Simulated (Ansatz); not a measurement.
Method: Ansatz 0.2.0, DFT PBE, scalar-relativistic, plane waves, PAW. All cells share a 420 eV cutoff and Γ-centred k meshes spaced about 0.3 Å⁻¹ or finer (0.25 for metals, 2π included). These runs have no spin polarisation.

These are static total energies at zero pressure.

Two relaxed structures of Al4VN2:

A.

```yaml
crystal:
  lattice:
    - [2.99997, 0.00000, 0.00000]
    - [-1.49998, 2.59805, 0.00000]
    - [0.00000, 0.00000, 12.07765]
  atoms:
    - { symbol: Al, position: [0.66667, 0.33333, 0.38422] }
    - { symbol: Al, position: [0.33333, 0.66667, 0.16690] }
    - { symbol: Al, position: [0.33333, 0.66667, 0.61578] }
    - { symbol: Al, position: [0.66667, 0.33333, 0.83310] }
    - { symbol: V, position: [0.00000, 0.00000, 0.00000] }
    - { symbol: N, position: [0.33333, 0.66667, 0.32313] }
    - { symbol: N, position: [0.66667, 0.33333, 0.67687] }
```

B.

```yaml
crystal:
  lattice:
    - [2.87499, 0.00000, 0.00000]
    - [-1.43749, 2.48981, 0.00000]
    - [0.00000, 0.00000, 11.80464]
  atoms:
    - { symbol: Al, position: [0.66667, 0.33333, 0.20452] }
    - { symbol: Al, position: [0.33333, 0.66667, 0.79548] }
    - { symbol: Al, position: [0.33333, 0.66667, 0.40326] }
    - { symbol: Al, position: [0.66667, 0.33333, 0.59674] }
    - { symbol: V, position: [0.00000, 0.00000, 0.00000] }
    - { symbol: N, position: [0.66667, 0.33333, 0.88671] }
    - { symbol: N, position: [0.33333, 0.66667, 0.11329] }
```

Problem. Which would you expect to be lower, and how large is the difference?

Solution. A is lower, by 74 meV/atom. A has space group P-3m1 (No. 164), 13.4 Å³/atom and no gap on its mesh; B has space group P-3m1 (No. 164), 12.1 Å³/atom and no gap. Counting Al or V atoms around N (for each partner element, those within 1.25 times its shortest distance or 1.15 times the sum of covalent radii, where it is the nearest in units of that sum or under 1.3), A has N 4 and B has N 6. The lower one is the more open, so pressure narrows the difference. Both come from trial cells of a structure search, whose lowest cell (R-3m, 13.3 Å³/atom) lies 47 meV/atom below the lower of the two.

Trial moments fell under 0.15 μB along the way in P-3m1; another start might hold them. With atoms moved at random, A (by 47 meV/atom) and B (by 56 meV/atom) fell into a lower structure. Some candidate types were left out of the draw beforehand, so a known form may be missing.
